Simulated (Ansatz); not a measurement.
The start is a relaxed Li cell, doubled along one cell vector, shaken by Gaussian noise of σ = 0.08 Å a coordinate. A full variable-cell relaxation at zero pressure is run with r2SCAN (plane waves to 500 eV, PAW, scalar-relativistic; Ansatz, a program for electronic structure). The first steps use a coarse 12×12×2 k-mesh.

Initial structure:
```
Li
1.0
    3.10230     0.00000     0.00000
   -1.55115     2.68667     0.00000
    0.00000     0.00000    20.13868
Li
8
Cartesian
  0.01415   1.85395   7.50933
 -0.10484   1.78976  17.59371
  1.54354   0.89441   2.49404
  1.45136   1.02140  12.68157
  0.11108  -0.09317   5.00008
  0.00126   0.02989  15.05483
  0.02534  -0.03080  -0.07243
  0.02581  -0.07829  10.22126
```

```yaml
largest_initial_force: 0.15 eV/Å, on Li8 (atoms numbered as listed)
energy_released: under 0.01 eV/atom
relative_to_the_parent: It relaxes back to the parent, P6₃/mmc (No. 194)
Shortest distances (start → end): "The closest pairs of elements (up to four, under 3.6 Å), start → end: Li–Li 2.92 → 3.09 Å"
optimiser_moves: 7
```

It ends as:

```cif
data_Li4
_chemical_formula_sum 'Li4'
_space_group_name_H-M_alt 'P63/mmc'
_space_group_IT_number 194
_space_group_name_Hall '-P 6c 2c'
_cell_length_a 3.10319
_cell_length_b 3.10319
_cell_length_c 10.06561
_cell_angle_alpha 90.000
_cell_angle_beta 90.000
_cell_angle_gamma 120.000
loop_
_atom_site_label
_atom_site_type_symbol
_atom_site_symmetry_multiplicity
_atom_site_Wyckoff_symbol
_atom_site_fract_x
_atom_site_fract_y
_atom_site_fract_z
_atom_site_occupancy
Li1 Li 2 d 0.66667 0.33333 0.25000 1
Li2 Li 2 a 0.00000 0.00000 0.00000 1
```

Final values are on a 17×17×5 k-mesh of the relaxed cell. No spin polarisation in the result.

The relaxed structure here is a generated cell of Li: the first start was made by a random draw of sites in a space group, and the end was not matched to a known phase here, so it may be hypothetical. Known forms of Li include space group No. 229.
